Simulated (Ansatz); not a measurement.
Starting structure of a cell relaxation (symmetry kept):

```cif
data_structure
_symmetry_space_group_name_H-M 'I4_1/amd:1'
_symmetry_Int_Tables_number 141
_cell_length_a 5.8803
_cell_length_b 5.8803
_cell_length_c 3.1986
_cell_angle_alpha 90.000
_cell_angle_beta 90.000
_cell_angle_gamma 90.000
_cell_volume 110.60
loop_
_atom_site_label
_atom_site_type_symbol
_atom_site_symmetry_multiplicity
_atom_site_Wyckoff_symbol
_atom_site_fract_x
_atom_site_fract_y
_atom_site_fract_z
_atom_site_occupancy
Sn1 Sn 4 a 0.00000 0.50000 0.25000 1
```

Method: DFT PBEsol, scalar-relativistic, plane waves, PAW in Ansatz.

Plane waves to 420 eV, a k mesh through Γ of 14×14×14 on the computed 2-atom cell and Gaussian smearing (0.10 eV); no spin polarisation.

Q: What does it relax to?

A: The volume decreases by 0.77 Å³/atom to 26.88 Å³/atom, and the energy falls by 3.7 meV/atom. Final structure:
```
Sn
1.0
    -2.90990    2.90990    1.58699
     2.90990   -2.90990    1.58699
     2.90990    2.90990   -1.58699
Sn
2
Direct
  0.75000 0.25000 0.50000
  0.00000 0.00000 0.00000
```